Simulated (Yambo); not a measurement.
A G0W0@PBEsol run in Yambo for NaF (rock salt, space group Fm-3m, No. 225) (6×6×6 Γ-centred k mesh, bands 2 to 93 and a 14 Ry block in the screening, 93 bands in G with the Bruneval-Gonze terminator, plasmon pole fitted at 27.2 eV) gives these matrix elements, in eV, at the band edges (Γ → Γ):

| state | E0 | <Vxc> | <Σx> | <Σc(E0)> | Z |
|---|---|---|---|---|---|
| valence edge | 0.000 | -22.229 | -30.184 | 4.226 | 0.820 |
| conduction edge | 6.223 | -9.663 | -5.378 | -2.625 | 0.902 |

Problem. Solve the linearised quasiparticle equation for both states, give the gap, and say how exchange and correlation each act on it.

Solution. E = E0 + Z(Σx + Σc − Vxc). Valence: 0.000 + 0.820 × (-30.184 + (4.226) − (-22.229)) = -3.06 eV. Conduction: 6.223 + 0.902 × (-5.378 + (-2.625) − (-9.663)) = 7.72 eV. The gap is 10.78 eV, against 6.22 eV in PBEsol. Replacing Vxc by bare exchange alone would open it by 12.24 eV; correlation takes back 6.85 eV of that, and Z scales what is left. Convergence of the G0W0 settings was not tested. 

Geometry relaxed with PBEsol; primitive cell a = b = c = 3.272 Å, α = β = γ = 60.00°.
